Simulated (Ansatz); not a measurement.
# Structures of Y2Te: which is lowest?

Plane-wave DFT in Ansatz with scalar-relativistic PAW potentials, cutoff 420 eV, Γ-centred meshes chosen by cell and gap, Gaussian smearing with energies taken to zero width. Every cell was relaxed (cell and atoms) in a run of its own, within the symmetry of its start. Functional: PBE.

Relaxed structures (starts from databases or built by putting these elements on another compound's sites):
A. I4/mmm, 3 atoms in the computed cell, a = 3.877 Å, c = 11.572 Å; sites (symmetry × multiplicity) Y 4mm × 4, Te 4/mmm × 2; start: built
B. Fm-3m, 3 atoms in the computed cell, a = 7.159 Å; sites (symmetry × multiplicity) Y -43m × 8, Te m-3m × 4; start: built

Question: Rank them by energy. Could pressure change the order?

Answer:
```tsv
structure	group	E − E(lowest) (meV/atom)	V (Å³/atom)	gap on mesh (eV)
A	I4/mmm	0.0	29.00	0.00
B	Fm-3m	274	30.58	0.00
```

A is lowest, 274 meV/atom under B. The lowest is also the densest of these, so pressure wouldn't bring one of the others in at first order. Other structures may lie lower than all of these, and vibrations aren't counted.

Spin-orbit coupling is left out, which matters for the bands of heavy elements.